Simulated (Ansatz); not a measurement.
Input file for Ansatz (an electronic-structure program):

Ansatz 0.2 input:
```yaml
crystal:
  lattice:
    - [-3.6606773514, 3.6606773514, 2.8387654929]
    - [3.6606773514, -3.6606773514, 2.8387654929]
    - [3.6606773514, 3.6606773514, -2.8387654929]
  atoms:
    - { symbol: Pb, position: [0.1596022276, 0.6596022276, 0.8192044552] }
    - { symbol: Pb, position: [0.8403977724, 0.3403977724, 0.1807955448] }
    - { symbol: Pb, position: [0.3403977724, 0.1596022276, 0.5] }
    - { symbol: Pb, position: [0.6596022276, 0.8403977724, 0.5] }
    - { symbol: Au, position: [0.75, 0.75, 0.0] }
    - { symbol: Au, position: [0.25, 0.25, 0.0] }
kpoints:
  mp_grid: { grid: [9, 9, 9] }
hamiltonian:
  xc: pbesol
  pseudopotentials: { kind: paw }
scf:
  occupations: { method: fermi_dirac, width: 0.1 }
phonons:
  method: dfpt
  response_accuracy: low
  eigenvectors: true
  rigid_motions: translations
```

Output (shortened):

```
Pseudopotential: Pb, paw, valence charge 14
Pseudopotential: Au, paw, valence charge 19
Functional definition: PBEsol
Crystal: 6 atoms, lattice volume = 152.164 Å³
Basis set: ecut = 420 eV, 2961 PW (Γ), exchange–correlation on 80×80×80 points (8 copies of the dense FFT grid, shifted against one another)
Bands: 57, of which v1, the nominal top of the filled ones, is band 47 counted from 1 (46 counted from 0)
Symmetry: 16 space group operations
k-points: 365 of 729 (irreducible under 1 space group operation, time reversal used)
SCF iter   1: F=—  HF=-73034.468318 eV  |F-HF|=—  |Δ(HF+E_count)|=         —  Δρ=2.85e-3  dr2=1.32e-2  ethr=1.77e-3  ⟨swp⟩=9.5  Hψ=96282  notcnv=0  defer=179
preconditioner: auto → Kerker (q_TF=auto, 2.518 Å⁻¹)
SCF iter   2: F=—  HF=-73034.466808 eV  |F-HF|=—  |Δ(HF+E_count)|=   1.51e-3  Δρ=1.51e-3  dr2=5.65e-3  ethr=1.40e-5  ⟨swp⟩=2.5  Hψ=38249  notcnv=0  defer=182
SCF iter   3: F=—  HF=-73034.465195 eV  |F-HF|=—  |Δ(HF+E_count)|=   1.61e-3  Δρ=4.06e-4  dr2=7.60e-4  ethr=6.01e-6  ⟨swp⟩=2.4  Hψ=33631  notcnv=0  defer=182
SCF iter   4: F=—  HF=-73034.465015 eV  |F-HF|=—  |Δ(HF+E_count)|=   1.80e-4  Δρ=1.57e-4  dr2=1.26e-4  ethr=8.08e-7  ⟨swp⟩=2.0  Hψ=25931  notcnv=0  defer=182
SCF iter   5: F=—  HF=-73034.464985 eV  |F-HF|=—  |Δ(HF+E_count)|=   3.00e-5  Δρ=4.21e-5  dr2=5.25e-6  ethr=1.34e-7  ⟨swp⟩=2.0  Hψ=23820  notcnv=0  defer=182
SCF iter   6: F=—  HF=-73034.464987 eV  |F-HF|=—  |Δ(HF+E_count)|=   2.04e-6  Δρ=1.46e-5  dr2=3.76e-7  ethr=5.58e-9  ⟨swp⟩=2.0  Hψ=27701  notcnv=0  defer=182
SCF iter   7: F=—  HF=-73034.464987 eV  |F-HF|=—  |Δ(HF+E_count)|=   1.05e-7  Δρ=3.04e-6  dr2=1.84e-8  ethr=4.00e-10  ⟨swp⟩=2.4  Hψ=32506  notcnv=0  defer=182
SCF iter   8: F=—  HF=-73034.464987 eV  |F-HF|=—  |Δ(HF+E_count)|=   1.30e-9  Δρ=7.62e-7  dr2=1.27e-9  ethr=1.96e-11  ⟨swp⟩=2.0  Hψ=27728  notcnv=0  defer=182
SCF iter  10: F=-73034.464987 eV  HF=-73034.464987 eV  |F-HF|=0.00e0  |Δ(HF+E_count)|=  4.37e-11  Δρ=3.58e-8  dr2=2.12e-12  ethr=1.00e-12  ⟨swp⟩=12.2  Hψ=113208  notcnv=0
SCF 1 converged in 10 iterations: F = -73034.464987 eV  dr2 = 2.12e-12
WARN: the projector tables of a DFPT response shed from 365 to 2, one for each solve slot …
DFPT response loops at Γ: preconditioner auto → Kerker (q_TF=auto, 2.518 Å⁻¹) (partly filled bands, converged f_vac=0.000) …
the response loops of the zone centre start from zero, take more passes and end by a threshold …
SCF converged after 10 iterations
Free energy (F): -73034.464987 eV
Harris-Foulkes:  -73034.464987 eV  (|F-HF|=0.00e0)
Internal energy: -73034.397160 eV  (E = F + TS)
E sigma→0 (E₀):  -73034.431073 eV
Entropy (-TS):   -0.067826 eV (-11.304 meV/atom)
Fermi energy:    13.271758 eV
--- Per-component energies (eV) ---
  E_band       = -718.323909
  E_kinetic    = 2368.326756
  E_local      = -8993.746586  (includes V_loc(G=0)·N_el)
  E_nonlocal   = 1560.118476
  E_hartree    = 3749.489968
  E_xc         = -1330.922056
  E_vxc        = -1082.452158  (∫ρ·V_xc dr)
  E_paw        = -60154.067498  (= ΣΔE_a)
  E_vpaw       = -2069.553137  (= ΣTr[D̂ρ^β])
  E_aug_tail   = 0.002847  (compensation charges beyond the density's cutoff)
  E_ewald      = -10234.466492
  E_core_change = 0.867425  (= ΣΔE_core)
  E_smearing   = -0.067826  (= −TS)
  E_closure    = 0.000000  (closes the sum)
  Σ components = -73034.464987   (vs F -73034.464987, Δ=0.00e0)
  [band-id]    e_kinetic+e_local+e_nonlocal+2·e_hartree+e_vxc+e_vpaw+e_augmentation_tail = -718.323865   (vs E_band -718.323909, Δ=4.41e-5)
--- Band table (eV; the first three rows and the last of 365) ---
  k-point 0: bands = ["-92.5355", "-92.5304", "-44.0003", "-43.9262", "-43.9262", "-43.9139", "-43.9139", "-43.8607", "-3.7412", "-3.7031", "-3.6855", "-3.6855", "-3.6676", "-3.6648", "-3.6648", "-3.6421", "-3.6352", "-3.6186", "-3.5703", "-3.5442", …
  k-point 1: bands = ["-92.5355", "-92.5304", "-44.0003", "-43.9262", "-43.9262", "-43.9139", "-43.9139", "-43.8607", "-3.7364", "-3.7259", "-3.6897", "-3.6812", "-3.6789", "-3.6658", "-3.6532", "-3.6398", "-3.6248", "-3.6131", "-3.5734", "-3.5608", …
  k-point 2: bands = ["-92.5355", "-92.5304", "-44.0003", "-43.9262", "-43.9262", "-43.9140", "-43.9139", "-43.8607", "-3.7495", "-3.7227", "-3.7213", "-3.6781", "-3.6710", "-3.6684", "-3.6632", "-3.6301", "-3.6120", "-3.5913", "-3.5828", "-3.5779", …
  k-point 364: bands = ["-92.5342", "-92.5317", "-43.9656", "-43.9231", "-43.9231", "-43.9170", "-43.9170", "-43.8958", "-3.7536", "-3.7364", "-3.7094", "-3.6884", "-3.6740", "-3.6586", "-3.6536", "-3.6489", "-3.6377", "-3.6118", "-3.5731", "-3.5593", …
--- Phonons (Γ-DFPT): 4 representative perturbations + reference, on 365 of 729 k-points (Σ response iterations 28) ---
  ASR residual: 4.192e-3 → 0.000e0 eV/Å²; symmetrization residual: 6.185e-4 eV/Å²
  ASR residual per site (eV/Å²): 4.19e-3 4.19e-3 4.19e-3 4.19e-3 1.22e-3 1.22e-3
  Γ frequencies (cm⁻¹): 0.00 0.00 0.00 39.22 39.22 45.44 45.44 50.95 52.40 53.66 57.38 84.82 84.82 87.11 87.11 87.51 88.35 133.54
  non-analytic LO–TO correction: not included (Born effective charges unavailable; polar crystals: no LO–TO splitting at Γ)
```

Cost: roughly 50 core-minutes on shared cores.

Space group I4/mcm. The workflow started from a Materials Project entry (that database holds measured and hypothetical structures alike); the Crystallography Open Database files this formula in space group No. 140, but the cells were not matched. Whether it is the stable phase at ambient conditions was not checked. The cell was relaxed with PBEsol under the symmetry of its start; of distortions, only those at the zone centre were tested. As this level gives no gap, phonon frequencies hold no LO–TO term and depend on the k-mesh and smearing (Fermi–Dirac, 0.1 eV here). Scalar-relativistic: spin–orbit coupling is off unless named, which matters more the heavier the elements.

Potentials: the later of the program's two PAW sets.

Ansatz is a plane-wave DFT program.
